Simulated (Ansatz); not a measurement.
TaN3:
```
CELL_PARAMETERS angstrom
      4.05080     0.00000     0.00000
      0.00000     4.05080     0.00000
      0.00000     0.00000     4.05080
ATOMIC_POSITIONS crystal
  Ta 0.00000 0.00000 0.00000
  N  0.00000 0.50000 0.00000
  N  0.50000 0.00000 0.00000
  N  0.00000 0.00000 0.50000
```

Relaxed with r²SCAN. Special points in fractions of this cell's reciprocal vectors: Γ (0.000, 0.000, 0.000); X (0.000, 0.500, 0.000); M (0.500, 0.500, 0.000); R (0.500, 0.500, 0.500).

Question: List the band energies nearest the Fermi level at these points for the program Ansatz at the r²SCAN with spin–orbit coupling level (PAW).

Answer: In eV from the Fermi level; about four levels below and three above (degenerate sets whole), none deeper than 8.9 eV; points with the same levels are listed once.

| k | below | above |
|---|---|---|
| Γ | -1.71 -1.71 -1.71 -1.71 | 0.01 0.01 0.01 0.01 |
| X | -1.17 -1.17 -0.34 -0.34 | 0.30 0.30 0.44 0.44 |
| M | -0.76 -0.76 -0.66 -0.66 | 1.28 1.28 6.01 6.01 |
| R | -3.91 -3.91 -3.91 -3.91 -3.85 -3.85 | 1.29 1.29 1.30 1.30 1.30 1.30 |

Space group Pm-3m (ReO3 type). The start of the workflow was typed in or built on a structure type; neither database checked (COD, Materials Project) lists it. Its standing as an ambient phase is unchecked. The r²SCAN relaxation kept the symmetry of its start. At this level the phase is mechanically unstable. The run is not spin-polarised. Its formation energy is positive at this level, so the cell may be metastable or incomplete.

Potentials: the earlier of the program's two PAW sets. The files were generated under PBE; for other functionals the program regenerates the frozen cores, and for LDA and PBEsol the local potential too.
